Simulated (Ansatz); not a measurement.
TaN:
```yaml
crystal:
  lattice:
    - [5.18011, 0.00000, 0.00000]
    - [-2.59006, 4.48611, 0.00000]
    - [0.00000, 0.00000, 2.89379]
  atoms:
    - { symbol: Ta, position: [0.00000, 0.00000, 0.00000] }
    - { symbol: Ta, position: [0.33333, 0.66667, 0.50000] }
    - { symbol: Ta, position: [0.66667, 0.33333, 0.50000] }
    - { symbol: N, position: [0.39331, 0.00000, 0.00000] }
    - { symbol: N, position: [0.60669, 0.60669, 0.00000] }
    - { symbol: N, position: [0.00000, 0.39331, 0.00000] }
```

Relaxed with PBEsol. Special points in fractions of this cell's reciprocal vectors: Γ (0.000, 0.000, 0.000); M (0.500, 0.000, 0.000); K (0.333, 0.333, 0.000); A (0.000, 0.000, 0.500); L (0.500, 0.000, 0.500); H (0.333, 0.333, 0.500).

Q: List the band energies nearest the Fermi level at these points for plane-wave PAW PBEsol (Ansatz code).

A: In eV from the Fermi level; about four levels below and three above (degenerate sets whole), none deeper than 8.9 eV; points with the same levels are listed once.

```
k                          below           above
-  -----------------------------  --------------
Γ        -3.37 -2.00 -0.98 -0.98  0.57 0.57 1.79
M        -3.99 -3.94 -2.92 -2.71  1.20 1.80 1.89
K        -4.12 -3.77 -2.67 -2.67  1.23 1.67 1.67
A  -4.57 -4.57 -4.39 -2.95 -2.95  1.91 1.91 2.03
L        -4.09 -3.34 -2.00 -1.02  0.47 1.34 3.28
H  -4.08 -4.08 -2.64 -2.64 -1.74  2.52 2.52 2.57
```

Space group P-62m. Symmetry was held in the PBEsol relaxation. The run is not spin-polarised. Spin–orbit coupling is left out wherever it is not named.

Potentials: the earlier of the program's two PAW sets. The files were generated under PBE; for other functionals the program regenerates the frozen cores, and for LDA and PBEsol the local potential too.
